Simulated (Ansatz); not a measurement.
SnSe:
```xyz
8
Lattice="11.6733 0.0000 0.0000 0.0000 4.1233 0.0000 0.0000 0.0000 4.6496" Properties=species:S:1:pos:R:3 pbc="T T T"
Sn     7.2483     3.0925     1.7536
Sn     4.4250     1.0308     2.8960
Sn    10.2617     1.0308     4.0784
Sn     1.4117     3.0925     0.5712
Se     1.7183     1.0308     2.3925
Se     9.9550     3.0925     2.2572
Se     4.1184     3.0925     0.0677
Se     7.5550     1.0308     4.5820
```

This is the r²SCAN+D4-relaxed structure. x, y and z are the axes in which the lattice vectors are written.

Question: All from r²SCAN+D4 (plane waves, PAW; program Ansatz), unless another level is named. Estimate the smallest direct gap on the standard path.

Answer: 1.32 eV.

Question: And the band gap?

Answer: 0.98 eV (indirect).

Question: What about the electron effective mass with spin–orbit coupling?

Answer: 0.19, 0.19, 0.68 mₑ (principal values).

Question: Next, the valence-band maximum?

Answer: on the Γ–Z line, 65 % of the way from Γ (k = 0.000, 0.000, 0.326 in fractions of the reciprocal vectors).

Space group Pnma. Symmetry was held in the r²SCAN+D4 relaxation. Scalar-relativistic: spin–orbit coupling is off unless named, which matters more the heavier the elements.

Potentials: the earlier of the program's two PAW sets. The files were generated under PBE; for other functionals the program regenerates the frozen cores, and for LDA and PBEsol the local potential too.
